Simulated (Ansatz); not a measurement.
Relaxation of a relaxed C cell stretched uniformly to 115 % of its volume; 2 atoms in the cell, which starts as Fd-3m, origin choice 1 (No. 227), cF8; a = b = c = 3.7231 Å, α = β = γ = 90.00°. Computed with PBEsol (plane waves to 420 eV, PAW, scalar-relativistic; Ansatz, a first-principles code). Γ-centred k-mesh 11×11×11 on the run's cell (coarser than for final values), Fermi–Dirac smearing 0.05 eV. This is the first round of the run. 

The optimiser's lines from the output (shortened; P is positive under compression):

```
relax step   1: F+E_penalty+E_count = -493.05345393 eV  Δ(F+E_penalty+E_count) = +0.000e0 eV  max|allowed force component| = 4.626e-17 eV/Å  Δτ_max = 0.0000 Å  P = -48.449 GPa  Ω = 12.902 Å³  (6 SCF iters, dr2 threshold 1.00e-7 eV, accepted)
relax step   2: F+E_penalty+E_count = -493.30312281 eV  Δ(F+E_penalty+E_count) = -2.497e-1 eV  max|allowed force component| = 1.295e-16 eV/Å  Δτ_max = 0.0000 Å  P = -19.746 GPa  Ω = 11.784 Å³  (6 SCF iters, dr2 threshold 2.00e-7 eV, accepted)
relax step   3: F+E_penalty+E_count = -493.33938192 eV  Δ(F+E_penalty+E_count) = -3.626e-2 eV  max|allowed force component| = 1.388e-16 eV/Å  Δτ_max = 0.0000 Å  P = +4.582 GPa  Ω = 11.122 Å³  (6 SCF iters, dr2 threshold 2.00e-7 eV, accepted)
relax step   4: F+E_penalty+E_count = -493.34049742 eV  Δ(F+E_penalty+E_count) = -1.115e-3 eV  max|allowed force component| = 1.388e-16 eV/Å  Δτ_max = 0.0000 Å  P = -0.106 GPa  Ω = 11.237 Å³  (6 SCF iters, dr2 threshold 2.00e-7 eV, accepted)
relax step   5: F+E_penalty+E_count = -493.34050899 eV  Δ(F+E_penalty+E_count) = -1.156e-5 eV  max|allowed force component| = 1.249e-16 eV/Å  Δτ_max = 0.0000 Å  P = -0.001 GPa  Ω = 11.234 Å³  (7 SCF iters, accepted)
relax step   6: F+E_penalty+E_count = -493.33749619 eV  Δ(F+E_penalty+E_count) = +3.013e-3 eV  max|allowed force component| = 7.748e-17 eV/Å  Δτ_max = 0.0000 Å  P = -0.590 GPa  Ω = 11.234 Å³  stress off target by 5.90e-1 GPa  SCF on the basis re-selected at this cell (its energy is not comparable with the rows above)  (6 SCF iters)
relax step   7: F+E_penalty+E_count = -493.33757886 eV  Δ(F+E_penalty+E_count) = -8.267e-5 eV  max|allowed force component| = 5.898e-17 eV/Å  Δτ_max = 0.0000 Å  P = +0.005 GPa  Ω = 11.219 Å³  (6 SCF iters, dr2 threshold 2.00e-7 eV, accepted)
relax step   8: F+E_penalty+E_count = -493.33750699 eV  Δ(F+E_penalty+E_count) = +7.187e-5 eV  max|allowed force component| = 4.163e-17 eV/Å  Δτ_max = 0.0000 Å  P = -0.002 GPa  Ω = 11.219 Å³  stress off target by 2.41e-3 GPa  SCF on the basis re-selected at this cell (its energy is not comparable with the rows above)  (7 SCF iters)
```

From the first to the last row the energy changes by -0.14 eV/atom and the volume by -13.0 %. The last row is marked as not comparable with the walk above it, whose basis was carried along; it does compare with step 1, since both stand on a basis selected at the nominal cutoff for their own cell.

Later rounds, restarted from the end of this one on a renewed k-mesh, logged 2 more steps and released under 1 meV/atom more. The final structure after all rounds: Fd-3m, origin choice 1 (No. 227), cF8, diamond type; a = 3.5537 Å, b = 3.5537 Å, c = 3.5537 Å, α = 90.00°, β = 90.00°, γ = 90.00°. Between re-selections the logged energies stand on a plane-wave basis carried along with the cell. No spin polarisation in the result.

The run could not lose the symmetry of its start.

All atoms sit on sites fixed by symmetry, so only the cell could relax.
